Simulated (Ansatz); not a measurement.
Mo (bcc, W type)

```
CELL_PARAMETERS angstrom
     -3.15061     3.15061     3.15061
      1.57530    -1.57530     1.57530
      1.57530     1.57530    -1.57530
ATOMIC_POSITIONS crystal
  Mo 0.00000 0.00000 0.00000
  Mo 0.50000 0.00000 0.00000
```

The atoms are displaced by Q × the pattern below (from a DFPT mode at N = (0.5, 0.0, 0.0), largest move 1; Q in Å), at fixed cell. (q is in reciprocal vectors of the primitive cell; the cell shown is doubled to hold the pattern.)

```csv
atom,x,y,z
Mo1,1.000,0.000,0.000
Mo2,-1.000,0.000,0.000
```

Level of theory: r2SCAN (plane waves to 500 eV, PAW, scalar-relativistic; Ansatz, a first-principles code). k mesh 21×21×21 (Γ-centred), Fermi-Dirac smearing 0.05 eV. E stands for the smeared free energy. With partly filled bands, energies and forces of such displacements shift with the k mesh and the smearing. Mo is run without spin polarisation. Mo was relaxed with its symmetry unable to fall. The zero of ΔE is the undisplaced structure. The last digit holds for this mesh only.

| Q (Å) | ΔE (meV/cell) |
|---|---|
| -0.180 | 295.3 |
| -0.150 | 196.0 |
| -0.120 | 119.2 |
| -0.090 | withheld |
| -0.060 | 26.4 |
| -0.030 | 6.3 |
| 0.000 | 0.0 |
| 0.030 | 6.3 |
| 0.060 | 26.4 |
| 0.090 | withheld |
| 0.120 | 119.2 |
| 0.150 | 196.0 |
| 0.180 | 295.3 |

Question: Fit an even polynomial form (powers 2, 4, 6) to the given rows and predict ΔE at Q = -0.090.

Answer: Least squares on the 11 given rows: ΔE = (7093)·Q² + (95170)·Q⁴ + (-1014000)·Q⁶, in meV/cell with Q in Å; root-mean-square residual 0.24 meV/cell. At -0.090 the fit gives 63.2 meV/cell; the calculation gives 63.3 meV/cell, so the interpolation is off by -0.1 (-0.2 %). The quadratic term alone would give 57.5 meV/cell.

(For displaced atoms, the force is minus the slope of the energy, and its curvature is a force constant, which sets phonon frequencies.)
